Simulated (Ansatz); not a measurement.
A geometry of Rb3InCl6 away from equilibrium: step 5 of the relaxation of a relaxed Rb3InCl6 cell shaken by Gaussian noise of σ = 0.08 Å a coordinate. These are r2SCAN (plane waves to 500 eV, PAW, scalar-relativistic; Ansatz, a quantum-chemistry and plane-wave program) values and carry that method's errors. Γ-centred k-mesh 4×4×4 on the run's cell (coarser than for final values), Fermi–Dirac smearing 0.05 eV.

```xyz
10
Lattice="-0.0359 5.5584 5.5438 5.4967 0.0137 5.4943 5.5312 5.5435 -0.0209" Properties=species:S:1:pos:R:3:forces:R:3 pbc="T T T" free_energy=-21966.222 pressure_GPa=0.0
Rb     8.1905     8.4165     8.2539    0.0043    0.0048    0.0388
Rb     2.7923     2.8432     2.7556    0.0268   -0.0692    0.0055
Rb     5.4896     5.5705     5.5114    0.0284   -0.0450   -0.0431
In     0.0106     0.0036    -0.0018   -0.0771   -0.2013    0.0350
Cl     2.4405     5.3281     5.9710    0.0022    0.0508    0.0339
Cl     8.5590     5.6827     5.0791   -0.0884    0.0224   -0.1232
Cl     5.6821     2.4731     5.0616    0.1021    0.1606   -0.0868
Cl     5.2705     8.6057     5.9627   -0.0245    0.1095    0.0582
Cl     5.1498     5.9867     2.4370   -0.0526    0.0761    0.0222
Cl     5.8231     5.1481     8.5654    0.0789   -0.1087    0.0595
```

Positions in Å, forces in eV/Å, free energy of the cell in eV (comparable only within this code, potentials and settings). Largest force: 0.22 eV/Å, on In4, Cl7 (atoms numbered as listed); the geometry lies 0.02 eV/atom above the end of its relaxation.

No spin polarisation in the result.

Of the parent cell (Fm-3m (No. 225)): The relaxation started from an entry of Materials Project.

The runs began from a structure in Materials Project; this end point is another cell, not compared with measured phases.
